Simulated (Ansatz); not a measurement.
Ta$_{3}$Sn in space group Fm-3m (No. 225; Sn on 4a, Ta on 4b, Ta on 8c) under volume change, PBEsol (plane waves, PAW; program Ansatz), scaled uniformly.

```json
[
 {"V (Å³/atom)": "16.605", "E − E(relaxed) (meV/atom)": "102.6", "P (GPa)": "21.72"},
 {"V (Å³/atom)": "17.152", "E − E(relaxed) (meV/atom)": "43.1", "P (GPa)": "13.32"},
 {"V (Å³/atom)": "17.699", "E − E(relaxed) (meV/atom)": "10.2", "P (GPa)": "6.14"},
 {"V (Å³/atom)": "18.247", "E − E(relaxed) (meV/atom)": "0.0", "P (GPa)": "0.00"},
 {"V (Å³/atom)": "18.794", "E − E(relaxed) (meV/atom)": "9.2", "P (GPa)": "-5.25"},
 {"V (Å³/atom)": "19.342", "E − E(relaxed) (meV/atom)": "35.0", "P (GPa)": "-9.73"},
 {"V (Å³/atom)": "19.889", "E − E(relaxed) (meV/atom)": "75.0", "P (GPa)": "-13.57"}
]
```

**Question.** What does a third-order Birch–Murnaghan fit give for V₀, B₀ and B′?

**Answer.** V₀ = 18.25 Å³/atom, B₀ = 189 GPa, B′ = 4.2.

The cell is a constructed one: a structure type filled with these elements; neither database checked (COD, Materials Project) lists it. COD files the formula under space group No. 223. Whether it is the stable phase at ambient conditions was not checked. The cell was relaxed with PBEsol under the symmetry of its start. At this level the phase is mechanically unstable. The run is not spin-polarised. Spin–orbit coupling is left out wherever it is not named.

Potentials: the earlier of the program's two PAW sets. The files were generated under PBE; for other functionals the program regenerates the frozen cores, and for LDA and PBEsol the local potential too.
